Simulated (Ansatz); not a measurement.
Here is the system:

SiO2:
```cif
data_O8Si4
_chemical_formula_sum 'Si4 O8'
_space_group_name_H-M_alt 'P 1'
_space_group_IT_number 1
_cell_length_a 6.81901
_cell_length_b 6.81901
_cell_length_c 6.81901
_cell_angle_alpha 98.407
_cell_angle_beta 98.407
_cell_angle_gamma 135.041
loop_
_space_group_symop_operation_xyz
  'x, y, z'
loop_
_atom_site_label
_atom_site_type_symbol
_atom_site_fract_x
_atom_site_fract_y
_atom_site_fract_z
_atom_site_occupancy
Si1 Si 0.17694 0.17694 0.35387 1
Si2 Si 0.82306 0.82306 0.64613 1
Si3 Si 0.17694 0.82306 0.00000 1
Si4 Si 0.82306 0.17694 0.00000 1
O1 O 0.50000 0.50000 0.50000 1
O2 O 0.50000 0.00000 0.00000 1
O3 O 0.00000 0.00000 0.50000 1
O4 O 0.00000 0.50000 0.00000 1
O5 O 0.00000 0.20894 0.20894 1
O6 O 0.00000 0.79106 0.79106 1
O7 O 0.20894 0.00000 0.20894 1
O8 O 0.79106 0.00000 0.79106 1
```

This is the LDA-relaxed structure.

Problem. All from LDA in the plane-wave PAW code Ansatz, unless another level is named. Estimate the band gap.

Solution. 5.35 eV (smallest direct gap 5.35 eV).

Problem. And the valence-band maximum?

Solution. at M.

Problem. Predict the conduction-band minimum.

Solution. at Γ.

Space group I4/mmm. The workflow started from a Materials Project entry (that database holds measured and hypothetical structures alike); the Crystallography Open Database copy checked does not list it. It is not the phase usual at ambient conditions (space group No. 92, 152, 154). Symmetry was held in the LDA relaxation. At this level the phase is dynamically unstable (imaginary phonons).

Potentials: the later of the program's two PAW sets.
